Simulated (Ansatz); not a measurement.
Ag:
```
CELL_PARAMETERS angstrom
      0.00000     2.07401     2.07401
      2.07401     0.00000     2.07401
      2.07401     2.07401     0.00000
ATOMIC_POSITIONS crystal
  Ag 0.00000 0.00000 0.00000
```

Relaxed with PBE. Special points in fractions of this cell's reciprocal vectors: Γ (0.000, 0.000, 0.000); X (0.500, 0.000, 0.500); U (0.625, 0.250, 0.625); K (0.375, 0.375, 0.750); L (0.500, 0.500, 0.500); W (0.500, 0.250, 0.750).

Q: List the band energies nearest the Fermi level at these points for plane-wave PAW PBE (Ansatz code).

A: In eV from the Fermi level; about four levels below and three above (degenerate sets whole), none deeper than 8.9 eV; … stands for higher levels left out; points with the same levels are listed once.

```json
[
 {"k": "Γ", "below": "-4.72 -4.72 -4.72 -3.76 -3.76", "above": "15.70 …"},
 {"k": "X", "below": "-6.11 -3.05 -2.83 -2.83", "above": "1.55 6.31 …"},
 {"k": "U", "below": "-5.43 -4.04 -3.55 -3.09", "above": "4.08 4.99 …"},
 {"k": "L", "below": "-4.74 -4.74 -3.02 -3.02 -0.38", "above": "3.27 …"},
 {"k": "W", "below": "-4.96 -4.96 -3.75 -2.83", "above": "5.69 5.69 …"}
]
```

Space group Fm-3m (fcc (Cu type)). Symmetry was held in the PBE relaxation. No spin polarisation was allowed. Spin–orbit coupling is left out wherever it is not named.

Potentials: the later of the program's two PAW sets.
